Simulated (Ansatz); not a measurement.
YC₂ (MoSi2 or CaC2 type, I4/mmm) at seven volumes, LDA in the plane-wave PAW code Ansatz, shape and atoms relaxed at each. One row is withheld.

| V (Å³/atom) | P (GPa) |
|---|---|
| 11.945 | 14.77 |
| 12.339 | 9.02 |
| 12.732 | ? |
| 13.126 | 0.00 |
| 13.520 | -3.53 |
| 13.914 | -6.51 |
| 14.307 | -9.01 |

Q: Fit the shown pressures and predict the withheld one.

A: P = (3/2)B₀(x^(7/2) − x^(5/2))[1 + (3/4)(B′ − 4)(x − 1)] with x = (V₀/V)^(2/3). Least squares on the six rows gives V₀ = 13.125 Å³/atom, B₀ = 127 GPa, B′ = 4.48. At V = 12.732, x = 1.0205 and P = 4.13 GPa. The run itself gave 4.15 GPa.

The workflow started from an entry of the Crystallography Open Database (COD). Its standing as an ambient phase is unchecked. The LDA relaxation kept the symmetry of its start; of distortions, only those at the zone centre were tested. No spin polarisation was allowed.

Potentials: the later of the program's two PAW sets.
